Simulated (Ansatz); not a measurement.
**Electric field gradients in FeB$_{2}$**

Level of theory: DFT LDA, scalar-relativistic, plane waves, PAW in Ansatz 0.2.0. Settings: 420 eV plane-wave cutoff, Γ-centred 18×18×16 mesh, Gaussian smearing of 0.20 eV. No spin polarisation.

Equilibrium structure at this level:
```
Fe B
1.0
     3.03216    0.00000    0.00000
    -1.51608    2.62592    0.00000
     0.00000    0.00000    2.56267
Fe B
1 2
Direct
  0.00000 0.00000 0.00000
  0.33333 0.66667 0.50000
  0.66667 0.33333 0.50000
```

In a metal these results depend on the k mesh and the smearing. Spin polarisation was left out, and a magnetic state may lie lower.

Q: Give V_zz (10²¹ V/m²) and the asymmetry η at each distinct site.

A:
```tsv
atom	V_zz	η
Fe (atom 1)	4.81	0.00
B (atom 2)	0.747	0.00
```

Cost: 1 run of about 0.12 core-minutes, on Arm Neoverse V1 (shared hosts).